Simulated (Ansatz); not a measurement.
Cu Kα1 powder pattern (kinematic, no thermal factors).
```csv
2θ (°),relative intensity
14.34,21
16.57,47
23.52,100
27.66,23
28.91,5
33.51,57
36.62,15
37.60,8
41.35,28
43.98,8
48.11,27
50.47,9
51.24,5
54.23,30
56.40,4
59.90,7
61.95,3
62.62,5
65.27,24
67.22,5
70.41,4
72.29,1
72.92,2
75.39,10
77.23,2
80.26,8
82.07,3
85.06,8
86.86,3
89.83,5
```

The pattern is computed from a structure relaxed with DFT PBE, scalar-relativistic, plane waves, PAW (Ansatz). Collinear spin, ending at -2.0 μB a primitive cell. Its elements are Al, C, K, N, Rh.

Give the structure.

K2AlRhC6N6.
Space group Fm-3m (No. 225). a = 10.689 Å, b = 10.689 Å, c = 10.689 Å, α = 90.00°, β = 90.00°, γ = 90.00°
```csv
atom,site,symmetry,x,y,z
K,8c,-43m,0.2500,0.7500,0.7500
Al,4b,m-3m,0.5000,0.0000,0.0000
Rh,4a,m-3m,0.0000,0.0000,0.0000
C,24e,4m.m,0.2057,0.0000,0.0000
N,24e,4m.m,0.3158,0.0000,0.0000
```

A pattern alone doesn't exclude other cells with like lines; this is the one computed.

It was reached by relaxing an invented guess, and it needn't be the stable form of this composition.
